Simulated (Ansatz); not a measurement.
Starting cell, BAs (zinc blende):

```
CELL_PARAMETERS angstrom
      0.00000     2.40467     2.40467
      2.40467     0.00000     2.40467
      2.40467     2.40467     0.00000
ATOMIC_POSITIONS crystal
  As 0.75000 0.75000 0.75000
  B  0.00000 0.00000 0.00000
```

A phonon eigenvector at Γ is frozen into this cell: atom i moves by Q times the vector below, so Q is the largest atomic displacement, in Å. The cell is held. It is one choice among 3 degenerate patterns.

```tsv
atom	x	y	z
As1	0.000	0.000	0.144
B2	0.000	0.000	-1.000
```

Method: PBE (plane waves to 420 eV, PAW, scalar-relativistic; Ansatz, an electronic-structure program). k mesh 12×12×12 (Γ-centred), Fermi-Dirac smearing 0.05 eV. Energies are smeared free energies. Compression counts positive. BAs was relaxed with its symmetry unable to fall. The zero of ΔE is the undisplaced structure.

```
Q (Å)   ΔE (meV/cell)  −dE/dQ from forces (eV/Å)  P (GPa)
------  -------------  -------------------------  -------
-0.180            328                      3.526     2.53
-0.150            230                      3.003     1.77
-0.120            149                      2.444     1.14
-0.090             84                      1.855     0.64
-0.060             37                      1.245     0.29
-0.030              9                      0.625     0.07
0.000               0                      0.000     0.00
0.030               9                     -0.625     0.07
0.060              37                     -1.245     0.29
0.090              84                     -1.855     0.64
0.120             149                     -2.444     1.14
0.150             230                     -3.003     1.77
0.180             328                     -3.526     2.53
```

Key numbers:

| Item | Value |
|---|---|
| Energy at Q = 0.180 Å | 328 meV/cell |
| Space group of the distorted cell | Imm2 (No. 44), lowered from F-43m |
| Symmetry of the curve | even: the same for both signs |
| Shape of the curve | a single well with its minimum at or next to zero displacement |
| Harmonic wavenumber from the curvature (finite differences) | 677 cm⁻¹ |
| Wavenumber by perturbation theory (DFPT, on another k mesh) | 677 cm⁻¹ |

The 13 points together took very roughly 80 core-seconds.

(For displaced atoms, the force is minus the slope of the energy, and its curvature is a force constant, which sets phonon frequencies.)
